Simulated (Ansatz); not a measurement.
K2NaInF6:
```
K2NaInF6
1.0
    0.00000     4.29059     4.29059
    4.29059     0.00000     4.29059
    4.29059     4.29059     0.00000
K Na In F
2 1 1 6
Cartesian
  6.43589   6.43589   6.43589
  2.14530   2.14530   2.14530
  4.29059   4.29059   4.29059
  0.00000   0.00000   0.00000
  2.07118   4.29059   4.29059
  6.51001   4.29059   4.29059
  4.29059   2.07118   4.29059
  4.29059   6.51001   4.29059
  4.29059   4.29059   2.07118
  4.29059   4.29059   6.51001
```

Relaxed with PBEsol.

### Question
Give the Bader charges and basin volumes of the independent atoms, PBEsol in the plane-wave PAW code Ansatz.

### Answer


```tsv
atom	Bader charge (e)	Bader volume (Å³)
K1	+0.90	20.4
Na3	+0.89	7.5
In4	+2.05	11.2
F5	-0.79	16.4
```

Space group Fm-3m. The first step of the workflow began from a Materials Project structure, measured or hypothetical; the Crystallography Open Database copy checked does not list it. Whether it is the stable phase at ambient conditions was not checked. Symmetry was held in the PBEsol relaxation; its stability against distortions is not shown here.

Potentials: the later of the program's two PAW sets.
